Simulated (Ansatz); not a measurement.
## HfN (rock salt): frozen-phonon scan

HfN (rock salt)

```
HfN
1.0
    0.00000     4.54789     4.54789
    2.27394     0.00000     2.27394
    2.27394     2.27394     0.00000
N Hf
2 2
Direct
  0.00000   0.00000   0.00000
  0.50000   0.00000   0.00000
  0.25000   0.50000   0.50000
  0.75000   0.50000   0.50000
```

A phonon eigenvector at L = (0.5, 0.0, 0.0) is frozen into this cell: atom i moves by Q times the vector below, so Q is the largest atomic displacement, in Å. The cell is held. It is one choice among 2 degenerate patterns. (q is in reciprocal vectors of the primitive cell; the cell shown is doubled to hold the pattern.)

```tsv
atom	x	y	z
N1	-0.285	0.520	-0.805
N2	0.285	-0.520	0.805
```

Atoms not listed stay in place.

Method: PBE (plane waves to 420 eV, PAW, scalar-relativistic; Ansatz, an electronic-structure program). k mesh 9×18×18 (Γ-centred), Fermi-Dirac smearing 0.05 eV. E stands for the smeared free energy. Stress and pressure are positive under compression. With partly filled bands, energies and forces of such displacements shift with the k mesh and the smearing. HfN is run without spin polarisation. HfN was relaxed with its symmetry unable to fall. Spin-orbit coupling is left out, though Hf is heavy. ΔE is measured from the undisplaced structure.

```json
[
 {"Q (Å)": "-0.280", "ΔE (eV/cell)": "1.050", "P (GPa)": "10.5", "−dE/dQ from forces (eV/Å)": "7.496"},
 {"Q (Å)": "-0.233", "ΔE (eV/cell)": "0.729", "P (GPa)": "7.3", "−dE/dQ from forces (eV/Å)": "6.249"},
 {"Q (Å)": "-0.187", "ΔE (eV/cell)": "0.466", "P (GPa)": "4.6", "−dE/dQ from forces (eV/Å)": "5.001"},
 {"Q (Å)": "-0.140", "ΔE (eV/cell)": "0.262", "P (GPa)": "2.6", "−dE/dQ from forces (eV/Å)": "3.752"},
 {"Q (Å)": "-0.093", "ΔE (eV/cell)": "0.116", "P (GPa)": "1.2", "−dE/dQ from forces (eV/Å)": "2.498"},
 {"Q (Å)": "-0.047", "ΔE (eV/cell)": "0.029", "P (GPa)": "0.3", "−dE/dQ from forces (eV/Å)": "1.244"},
 {"Q (Å)": "0.000", "ΔE (eV/cell)": "0.000", "P (GPa)": "0.0", "−dE/dQ from forces (eV/Å)": "0.000"},
 {"Q (Å)": "0.047", "ΔE (eV/cell)": "0.029", "P (GPa)": "0.3", "−dE/dQ from forces (eV/Å)": "-1.244"},
 {"Q (Å)": "0.093", "ΔE (eV/cell)": "0.116", "P (GPa)": "1.2", "−dE/dQ from forces (eV/Å)": "-2.498"},
 {"Q (Å)": "0.140", "ΔE (eV/cell)": "0.262", "P (GPa)": "2.6", "−dE/dQ from forces (eV/Å)": "-3.752"},
 {"Q (Å)": "0.187", "ΔE (eV/cell)": "0.466", "P (GPa)": "4.6", "−dE/dQ from forces (eV/Å)": "-5.001"},
 {"Q (Å)": "0.233", "ΔE (eV/cell)": "0.729", "P (GPa)": "7.3", "−dE/dQ from forces (eV/Å)": "-6.249"},
 {"Q (Å)": "0.280", "ΔE (eV/cell)": "1.050", "P (GPa)": "10.5", "−dE/dQ from forces (eV/Å)": "-7.496"}
]
```

Key numbers:

Energy at Q = 0.280 Å: 1050 meV/cell
Space group of the distorted cell: P-1 (No. 2), lowered from Fm-3m
Symmetry of the curve: even: the same for both signs
Shape of the curve: a single well with its minimum at or next to zero displacement
Harmonic wavenumber from the curvature (finite differences): 508 cm⁻¹
Wavenumber by perturbation theory (DFPT, on another k mesh): 508 cm⁻¹

(A displaced cell: forces are minus the slopes of the energy, force constants its curvatures, and phonons follow from these.)
